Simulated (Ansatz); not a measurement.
**MgH2 (rutile): energy against volume**

MgH$_{2}$ (rutile)

```xyz
6
Lattice="4.4845 0.0000 0.0000 0.0000 4.4845 0.0000 0.0000 0.0000 2.9966" Properties=species:S:1:pos:R:3 pbc="T T T"
Mg     2.2422     2.2422     1.4983
Mg     0.0000     0.0000     0.0000
H      3.1182     3.1182     0.0000
H      1.3663     1.3663     0.0000
H      3.6085     0.8759     1.4983
H      0.8759     3.6085     1.4983
```

The volume is varied about the relaxed value V₀ at fixed cell shape. The atoms relax within the cell's symmetry.

All values below come from r2SCAN (plane waves to 500 eV, PAW, scalar-relativistic; Ansatz, a quantum-chemistry and plane-wave program). k mesh 8×8×11 (Γ-centred), Fermi-Dirac smearing 0.05 eV. E stands for the smeared free energy. Stress and pressure are positive under compression. With the shape held, the modulus is that of even scaling; a crystal free to change shape is softer. MgH2 was relaxed with its symmetry unable to fall. The zero of ΔE is the relaxed starting cell.

```
V (Å³/cell)  ΔE (meV/atom)  P (GPa)
-----------  -------------  -------
50.62                 56.0     12.7
53.03                 29.4      8.6
55.44                 12.2      5.2
57.85                  2.9      2.4
60.26                  0.0      0.0
62.67                  2.6     -2.0
65.08                  9.7     -3.6
67.50                 20.6     -5.0
69.91                 34.7     -6.2
```

Key numbers:

| Quantity | Result |
|---|---|
| Pressure at the smallest volume | 12.7 GPa |
| Energy cost of the largest compression | 56.0 meV/atom |
| Energy cost of the largest expansion | 34.7 meV/atom |
| Bulk modulus at fixed cell shape B₀ (third-order Birch-Murnaghan fit) | 54.1 GPa |
| Pressure derivative B₀′ (fit) | 3.5 |
| Equilibrium volume of the fit | 10.04 Å³/atom |
| Pressure for 5 % compression (fit) | 3.0 GPa |

The 9 points together took very roughly 100 core-seconds.

(A scan under strain: stresses follow from slopes of the energy per volume, elastic moduli from its curvatures.)
